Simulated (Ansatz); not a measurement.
Input:

LuAgO$_{2}$:
```xyz
4
Lattice="1.6996 0.9813 6.2342 -1.6996 0.9813 6.2342 0.0000 -1.9625 6.2342" Properties=species:S:1:pos:R:3 pbc="T T T"
Lu     0.0000     0.0000     9.3512
Ag     0.0000     0.0000     0.0000
O      0.0000     0.0000    16.6345
O      0.0000     0.0000     2.0680
```

This is the r²SCAN-relaxed structure.

**Question.** All from r²SCAN (plane waves, PAW; program Ansatz), unless another level is named. Estimate the band gap.

**Answer.** 2.48 eV (indirect).

**Question.** Predict the smallest direct gap on the standard path.

**Answer.** 3.27 eV.

**Question.** What about the conduction-band minimum?

**Answer.** at Γ.

Space group R-3m. The workflow started from a Materials Project entry (that database holds measured and hypothetical structures alike); the Crystallography Open Database copy checked does not list it. Its standing as an ambient phase is unchecked. The r²SCAN relaxation kept the symmetry of its start; its stability against distortions is not shown here. No spin polarisation was allowed. Spin–orbit coupling is left out wherever it is not named.

Potentials: the later of the program's two PAW sets.
